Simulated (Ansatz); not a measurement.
Phonons of ZnS (zinc blende) at Γ, L = (0.5, 0.0, 0.0), X = (0.5, 0.5, 0.0).

ZnS (zinc blende)

```xyz
2
Lattice="0.0000 2.6946 2.6946 2.6946 0.0000 2.6946 2.6946 2.6946 0.0000" Properties=species:S:1:pos:R:3 pbc="T T T"
S      4.0418     4.0418     4.0418
Zn     0.0000     0.0000     0.0000
```

Computed with r2SCAN (plane waves to 500 eV, PAW, scalar-relativistic; Ansatz, a first-principles code). Harmonic phonons by density-functional perturbation theory on a 8×8×8 k mesh, in cm⁻¹; i marks imaginary ones, q is in fractions of the reciprocal vectors of the cell shown, and the three acoustic modes at Γ are left out. The non-analytic (LO-TO) term is not included, so polar modes at Γ have their transverse values. ZnS was relaxed with its symmetry unable to fall.

| q | wavenumbers (cm⁻¹) |
|---|---|
| Γ | 273 (×3) |
| L = (0.5, 0.0, 0.0) | 72 (×2), 197, 288 (×2), 338 |
| X = (0.5, 0.5, 0.0) | 93 (×2), 212, 309 (×2), 327 |

The structure shows no imaginary mode at these points (lowest 72 cm⁻¹ at L = (0.5, 0.0, 0.0)); other wave vectors were not tested.

Highest mode: 338 cm⁻¹ at L = (0.5, 0.0, 0.0).
